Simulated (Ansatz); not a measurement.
AlP (zinc blende, F-43m), DFT-PBEsol in the program Ansatz with PAW potentials. The conduction-band minimum lies at X, with 3 equivalent valleys. Second derivatives d²E/dk² of the lowest band at one valley (eV·Å²), along Cartesian directions:

| direction | d²E/dk² |
|---|---|
| [100] | 9.908 |
| [010] | 31.36 |
| [001] | 31.36 |
| [110] | 20.64 |
| [101] | 20.64 |
| [011] | 31.28 |

Problem. Find the principal effective masses, the density-of-states mass and the conductivity mass.

Solution. Off-diagonal terms follow from H_xy = H[110] − (H_xx + H_yy)/2, and m*/mₑ = 7.620 eV·Å² over each eigenvalue: 0.24, 0.24, 0.77. One valley's DOS mass (m₁m₂m₃)^(1/3) = 0.36, conductivity mass 3/(Σ 1/mᵢ) = 0.31 mₑ.

Problem. What effective density of states Nc follows at 300 K for parabolic valleys?

Solution. Nc = 2.509e19 × 3 × (0.36)^(3/2) ≈ 1.6e19 cm⁻³.

The cell was relaxed with PBEsol under the symmetry of its start.

Potentials: the later of the program's two PAW sets.

Edges and masses are those of Kohn–Sham bands, whose gap is no quasiparticle gap.
